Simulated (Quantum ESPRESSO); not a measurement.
Kohn-Sham bands of RuO2 (rutile)

```yaml
crystal:
  lattice:
    - [4.48250, 0.00000, 0.00000]
    - [0.00000, 4.48250, 0.00000]
    - [0.00000, 0.00000, 3.11134]
  atoms:
    - { symbol: Ru, position: [0.50000, 0.50000, 0.50000] }
    - { symbol: Ru, position: [0.00000, 0.00000, 0.00000] }
    - { symbol: O, position: [0.80544, 0.19456, 0.50000] }
    - { symbol: O, position: [0.19456, 0.80544, 0.50000] }
    - { symbol: O, position: [0.30544, 0.30544, 0.00000] }
    - { symbol: O, position: [0.69456, 0.69456, 0.00000] }
```

Structure: Materials Project mp-825, symmetrised, not relaxed again. COD (Crystallography Open Database) has an entry of this formula and space group (matched by these alone). Method: PBEsol plane waves in Quantum ESPRESSO 7.5 (PseudoDojo norm-conserving files, 68 Ry, spinors with spin-orbit coupling), Bloch states on a 4×4×6 mesh through Γ, Wannier90 4.0.1. Density: 8×8×10 mesh, cold smearing 0.01 Ry.

List the Kohn-Sham levels between −8 and 3.0 eV relative to the Fermi level at the high-symmetry points, as a band run of pw.x on that density gives them (levels within 2 meV counted together).


```tsv
point	k (reciprocal lattice)	levels (eV)
Γ	0.000 0.000 0.000	-7.32 (×2), -6.91 (×2), -6.88 (×2), -4.33 (×2), -4.30 (×2), -4.24 (×2), -2.81 (×2), -2.37 (×2), -2.33 (×2), -1.81 (×2), -1.56 (×2), -1.49 (×2), -1.40 (×2), -1.31 (×2), -0.86 (×2), 1.57 (×2), 1.79 (×2)
X	0.000 0.500 0.000	-7.34 (×4), -6.77 (×4), -5.81 (×4), -5.50 (×4), -4.33 (×4), -2.61 (×4), -0.50 (×4), -0.30 (×4), 0.40 (×4)
M	0.500 0.500 0.000	-6.99 (×4), -4.67 (×4), -4.59 (×4), -3.52 (×4), -2.95 (×4), -1.48 (×4), -1.27 (×4), 0.84 (×4)
Z	0.000 0.000 0.500	-7.37 (×4), -6.18 (×4), -5.87 (×4), -4.94 (×4), -4.90 (×4), -3.28 (×4), -0.63 (×4), 0.01 (×4), 0.91 (×4)
R	0.000 0.500 0.500	-7.61 (×2), -7.60 (×2), -6.85 (×2), -6.83 (×2), -5.38 (×2), -5.22 (×2), -4.47 (×2), -4.46 (×2), -4.36 (×2), -4.36 (×2), -2.88 (×2), -2.87 (×2), -1.74 (×2), -1.71 (×2), -0.58 (×2), -0.52 (×2), 1.10 (×2), 1.20 (×2), 1.97 (×2), 1.98 (×2)
A	0.500 0.500 0.500	-7.14 (×4), -7.00 (×4), -6.30 (×4), -4.88 (×4), -3.70 (×4), -2.52 (×4), -0.58 (×4), -0.47 (×4), 0.22 (×4)
```
